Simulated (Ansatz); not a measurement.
LaN:
```yaml
crystal:
  lattice:
    - [0.00000, 2.77323, 2.77323]
    - [2.77323, 0.00000, 2.77323]
    - [2.77323, 2.77323, 0.00000]
  atoms:
    - { symbol: N, position: [0.25000, 0.25000, 0.25000] }
    - { symbol: La, position: [0.00000, 0.00000, 0.00000] }
```

Relaxed with PBEsol. Special points in fractions of this cell's reciprocal vectors: Γ (0.000, 0.000, 0.000); X (0.500, 0.000, 0.500); U (0.625, 0.250, 0.625); K (0.375, 0.375, 0.750); L (0.500, 0.500, 0.500); W (0.500, 0.250, 0.750).

Task: List the band energies nearest the valence-band maximum at these points for plane-wave PAW PBEsol with spin–orbit coupling (Ansatz code).

Result: In eV from the valence-band maximum; about four levels below and three above (degenerate sets whole), none deeper than 8.9 eV; points with the same levels are listed once.

```csv
k,below,above
Γ,-2.18 -2.18 -2.18 -2.18 -2.18 -2.18,0.98 0.98 3.72 3.72 3.72 3.72
X,-0.21 -0.21 0.00 0.00,2.13 2.13 3.22 3.22
U,-0.63 -0.58 -0.42 -0.37,1.89 2.02 3.39
L,-1.55 -1.55 -0.69 -0.69,2.43 2.43 3.59 3.59
W,-1.37 -1.37 -0.41 -0.36,2.11 2.39 3.19
```

Space group F-43m (zinc blende). The start of the workflow was typed in or built on a structure type; neither database checked (COD, Materials Project) lists it. COD files the formula under space group No. 225, so this cell is another polymorph or a model. Its standing as an ambient phase is unchecked. The PBEsol relaxation kept the symmetry of its start; phonons on a q-mesh show no instability.

Potentials: the later of the program's two PAW sets.
